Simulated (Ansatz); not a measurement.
**Eigenvalues along a path: BiW (rocksalt type)**

```yaml
crystal:
  lattice:
    - [0.00000, 2.81962, 2.81962]
    - [2.81962, 0.00000, 2.81962]
    - [2.81962, 2.81962, 0.00000]
  atoms:
    - { symbol: W, position: [0.00000, 0.00000, 0.00000] }
    - { symbol: Bi, position: [0.50000, 0.50000, 0.50000] }
```

The cell comes from a relaxation on PAW files under the same functional, begun from a prototype that needn't be the stable phase.

Level of theory: DFT with PBEsol, scalar-relativistic, in Ansatz 0.2.0; a Γ-centred 11×11×11 k mesh, Fermi–Dirac smearing of 0.05 eV, no spin polarisation. LAPW: all electrons, basis error target 1 meV/atom.

Spin–orbit coupling is left out, which matters for the heavy atoms.

Path points, in fractions of the reciprocal vectors: Γ (0.000, 0.000, 0.000), X (0.500, 0.000, 0.500), U (0.625, 0.250, 0.625), K (0.375, 0.375, 0.750), L (0.500, 0.500, 0.500), W (0.500, 0.250, 0.750). The distance column jumps between branches of the path. Levels in eV from the Fermi level; bands 28 to 43, counted from the lowest band of the run. The gap is zero, the pressure 0.01 GPa.

```
# k(1/Å) point b28 b29 b30 b31 b32 b33 b34 b35 b36 b37 b38 b39 b40 b41 b42 b43
0.000 Γ -23.04 -23.04 -22.93 -22.93 -22.93 -13.55 -1.26 -1.26 -1.26 -0.61 -0.61 1.17 1.17 1.17 3.49 6.28
0.159 - -23.04 -23.03 -22.93 -22.92 -22.92 -13.45 -1.48 -1.38 -1.38 -1.35 -0.58 1.26 1.31 1.31 4.62 6.48
0.318 - -23.03 -23.02 -22.93 -22.91 -22.91 -13.18 -2.89 -1.61 -1.61 -1.57 -0.50 1.42 1.58 1.58 6.89 6.99
0.478 - -23.03 -23.00 -22.94 -22.90 -22.90 -12.77 -4.06 -1.86 -1.79 -1.79 -0.38 1.65 1.70 1.70 5.84 7.69
0.637 - -23.02 -23.01 -22.94 -22.89 -22.89 -12.32 -4.79 -2.14 -1.85 -1.85 -0.24 1.53 1.53 1.92 3.98 8.40
0.796 - -23.02 -23.01 -22.95 -22.87 -22.87 -11.95 -5.03 -2.36 -1.77 -1.77 -0.10 1.16 1.16 1.86 2.69 8.95
0.955 - -23.04 -23.01 -22.95 -22.87 -22.87 -11.73 -4.90 -2.51 -1.62 -1.62 0.00 0.76 0.76 0.84 2.71 9.28
1.114 X -23.04 -23.01 -22.95 -22.86 -22.86 -11.67 -4.77 -2.56 -1.54 -1.54 0.03 0.35 0.59 0.59 2.80 9.39
1.170 - -23.04 -23.01 -22.95 -22.86 -22.86 -11.66 -4.76 -2.63 -1.61 -1.57 0.12 0.43 0.58 0.60 2.84 9.37
1.227 - -23.04 -23.01 -22.95 -22.86 -22.86 -11.64 -4.75 -2.84 -1.79 -1.62 0.36 0.56 0.62 0.62 2.96 9.32
1.283 - -23.04 -23.00 -22.95 -22.87 -22.86 -11.61 -4.72 -3.16 -2.01 -1.62 0.52 0.65 0.67 0.83 3.17 9.24
1.339 - -23.04 -23.00 -22.94 -22.87 -22.87 -11.57 -4.68 -3.56 -2.24 -1.56 0.47 0.70 0.99 1.04 3.47 9.15
1.396 - -23.03 -23.00 -22.94 -22.87 -22.87 -11.52 -4.64 -3.98 -2.47 -1.47 0.41 0.76 1.09 1.44 3.81 9.07
1.452 - -23.03 -22.99 -22.93 -22.87 -22.87 -11.47 -4.58 -4.38 -2.68 -1.33 0.33 0.83 1.13 1.85 4.16 9.01
1.508 U -23.03 -22.99 -22.93 -22.88 -22.87 -11.42 -4.76 -4.51 -2.87 -1.18 0.25 0.92 1.14 2.29 4.46 9.01
2.190 K -23.03 -22.99 -22.93 -22.88 -22.87 -11.42 -4.76 -4.51 -2.87 -1.18 0.25 0.92 1.14 2.29 4.46 9.01
2.359 - -23.02 -22.98 -22.91 -22.89 -22.88 -11.37 -5.60 -4.23 -3.29 -0.60 -0.04 1.00 1.21 3.64 4.84 9.35
2.528 - -23.01 -22.97 -22.90 -22.90 -22.89 -11.58 -5.75 -3.84 -3.44 -0.35 -0.06 0.78 1.52 4.76 4.99 8.43
2.697 - -23.01 -22.98 -22.91 -22.90 -22.89 -12.07 -5.20 -3.34 -3.30 -0.65 0.03 0.69 1.74 5.04 6.04 7.76
2.866 - -23.02 -22.99 -22.92 -22.91 -22.90 -12.64 -4.13 -2.86 -2.74 -0.91 -0.29 0.65 1.78 5.21 5.91 7.35
3.035 - -23.03 -23.01 -22.92 -22.92 -22.91 -13.12 -2.78 -2.16 -2.10 -1.10 -0.63 0.60 1.61 3.55 6.20 6.95
3.203 - -23.03 -23.03 -22.93 -22.93 -22.92 -13.44 -1.56 -1.52 -1.26 -1.22 -0.77 0.76 1.32 2.02 4.60 6.49
3.372 Γ -23.04 -23.04 -22.93 -22.93 -22.93 -13.55 -1.26 -1.26 -1.26 -0.61 -0.61 1.17 1.17 1.17 3.49 6.28
3.510 - -23.03 -23.03 -22.93 -22.93 -22.93 -13.48 -1.51 -1.32 -1.32 -0.89 -0.89 0.64 1.63 1.63 4.27 6.42
3.648 - -23.02 -23.02 -22.92 -22.92 -22.92 -13.26 -2.33 -1.81 -1.81 -0.95 -0.95 0.10 2.55 2.55 5.53 6.77
3.786 - -23.01 -23.01 -22.92 -22.91 -22.91 -12.91 -3.51 -2.42 -2.42 -0.78 -0.78 -0.09 3.57 3.57 5.80 7.60
3.924 - -23.00 -23.00 -22.92 -22.90 -22.90 -12.46 -4.71 -2.95 -2.95 -0.54 -0.54 -0.10 4.56 4.56 5.03 8.13
4.061 - -22.99 -22.99 -22.91 -22.89 -22.89 -11.96 -5.79 -3.34 -3.34 -0.30 -0.30 0.00 4.19 5.42 5.42 7.45
4.199 - -22.98 -22.98 -22.91 -22.89 -22.89 -11.53 -6.58 -3.58 -3.58 -0.11 -0.11 0.12 3.57 6.00 6.00 6.99
4.337 L -22.98 -22.98 -22.91 -22.89 -22.89 -11.34 -6.88 -3.67 -3.67 -0.04 -0.04 0.19 3.34 6.21 6.21 6.83
4.450 - -22.98 -22.98 -22.91 -22.89 -22.89 -11.34 -6.81 -3.69 -3.64 -0.06 -0.04 0.16 3.39 5.50 5.69 7.36
4.562 - -22.99 -22.98 -22.91 -22.89 -22.88 -11.35 -6.61 -3.75 -3.57 -0.10 -0.09 0.16 3.38 4.50 5.27 7.82
4.675 - -23.00 -22.98 -22.91 -22.89 -22.88 -11.35 -6.29 -3.85 -3.48 -0.22 -0.11 0.22 3.09 3.49 5.39 8.02
4.787 - -23.01 -22.98 -22.91 -22.90 -22.87 -11.36 -5.85 -3.97 -3.44 -0.36 -0.05 0.31 2.53 2.62 5.90 8.05
4.900 - -23.02 -22.98 -22.91 -22.90 -22.87 -11.36 -5.34 -4.08 -3.53 -0.37 0.06 0.40 1.66 2.16 6.55 8.01
5.012 - -23.03 -22.98 -22.91 -22.90 -22.86 -11.36 -4.80 -4.15 -3.80 -0.18 0.18 0.46 0.92 1.82 7.17 7.96
5.125 W -23.03 -22.98 -22.91 -22.91 -22.86 -11.36 -4.33 -4.18 -4.18 0.20 0.24 0.24 0.59 1.69 7.48 7.94
5.205 - -23.03 -22.98 -22.92 -22.90 -22.86 -11.38 -4.35 -4.24 -3.99 0.05 0.20 0.38 0.59 1.68 6.60 8.81
5.284 - -23.04 -22.99 -22.93 -22.89 -22.86 -11.43 -4.48 -3.98 -3.76 -0.20 0.20 0.48 0.59 1.65 5.57 9.15
5.364 - -23.04 -22.99 -22.93 -22.88 -22.86 -11.49 -4.59 -3.58 -3.50 -0.49 0.19 0.54 0.59 1.57 4.59 9.13
5.443 - -23.04 -23.00 -22.94 -22.87 -22.86 -11.56 -4.67 -3.22 -3.05 -0.81 0.18 0.57 0.59 1.38 3.76 9.18
5.523 - -23.04 -23.00 -22.95 -22.87 -22.86 -11.61 -4.73 -2.93 -2.45 -1.13 0.17 0.58 0.59 1.02 3.18 9.27
5.602 - -23.04 -23.01 -22.95 -22.86 -22.86 -11.65 -4.76 -2.68 -1.85 -1.41 0.13 0.55 0.59 0.59 2.88 9.35
5.682 X -23.04 -23.01 -22.95 -22.86 -22.86 -11.67 -4.77 -2.56 -1.54 -1.54 0.03 0.35 0.59 0.59 2.80 9.39
```
